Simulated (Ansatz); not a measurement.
# CaMnO3: reading a single point

```yaml
crystal:
  lattice:
    - [3.77454, 0.00000, 0.00000]
    - [0.00000, 3.77454, 0.00000]
    - [0.00000, 0.00000, 3.77454]
  atoms:
    - { symbol: Mn, position: [0.00000, 0.00000, 0.00000] }
    - { symbol: O, position: [0.50000, 0.00000, 0.00000] }
    - { symbol: O, position: [0.00000, 0.50000, 0.00000] }
    - { symbol: O, position: [0.00000, 0.00000, 0.50000] }
    - { symbol: Ca, position: [0.50000, 0.50000, 0.50000] }
```

Method: r2SCAN, collinear spin; PAW, plane waves to 500 eV, 6×6×6 Γ-centred mesh, fermi-dirac occupations (width 0.1 eV) (Ansatz 0.2.0), atoms fixed.

Magnetic state (reached from a saved solution, and it need not be the lowest): Mn1 up.

Q: Is it stable against the elements?

A: -2.56 eV an atom against the elements' usual phases (free molecules for gases, crystals otherwise, with no correction for O₂ or N₂), so it is bound against them; other compounds may still compete. Relaxing would lower it.

Q: Metal or insulator?

A: It is a metal, with about 0.3 states/eV a cell as the mean within 0.25 eV of the Fermi level, mostly O p (80 %) and Mn d (16 %).

Q: What do density and ELF say about some of the short contacts?

A: Mn–O at 1.89 Å: least valence density 0.77 e/Å³ and ELF 0.23 there. Ca–O at 2.67 Å: least valence density 0.13 e/Å³ and ELF 0.05 there. Both are smooth PAW fields, read partly inside the augmentation spheres.

Q: How is the charge shared?

A: Bader charges in e: Ca +1.64, Mn +2.00, O -1.22. In the mean Mn gives up most and O takes most.

Origin: a known structure type with other elements, at an estimated volume, so it need not be a known compound. Caveats: semilocal functionals often miss the gap of such magnets.

It took 67 s on 1 thread of Arm Neoverse V1, on a shared host, peak memory 0.57 GiB, starting from a saved density. The time holds forces, stress, Bader, DOS, bands, ELF.
